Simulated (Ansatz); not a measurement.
Relaxed ZrC (rock salt):

```
CELL_PARAMETERS angstrom
      0.00000     2.35572     2.35572
      2.35572     0.00000     2.35572
      2.35572     2.35572     0.00000
ATOMIC_POSITIONS crystal
  Zr 0.00000 0.00000 0.00000
  C  0.50000 0.50000 0.50000
```

Level of theory: r2SCAN (plane waves to 500 eV, PAW, scalar-relativistic; Ansatz, a program for electronic structure). k mesh 14×14×14 (Γ-centred), Fermi-Dirac smearing 0.05 eV. With partly filled bands, energies and forces of such displacements shift with the k mesh and the smearing. ZrC is run without spin polarisation. ZrC was relaxed with its symmetry unable to fall.

One atom of the cell was then moved (with its periodic images), all else fixed, and the forces (eV/Å) came out as:

| atom | Fx | Fy | Fz |
|---|---|---|---|
| Zr1 | 0.333 | 0.333 | 0.333 |
| C2 | -0.333 | -0.333 | -0.333 |

With two atoms only their relative shift counts; take C2 as fixed.

### Question
Which atom was moved, and by which vector (Å)?

### Answer
Zr1, by (-0.06, -0.06, -0.06), 0.10 Å in all.

(A displaced cell: forces are minus the slopes of the energy, force constants its curvatures, and phonons follow from these.)
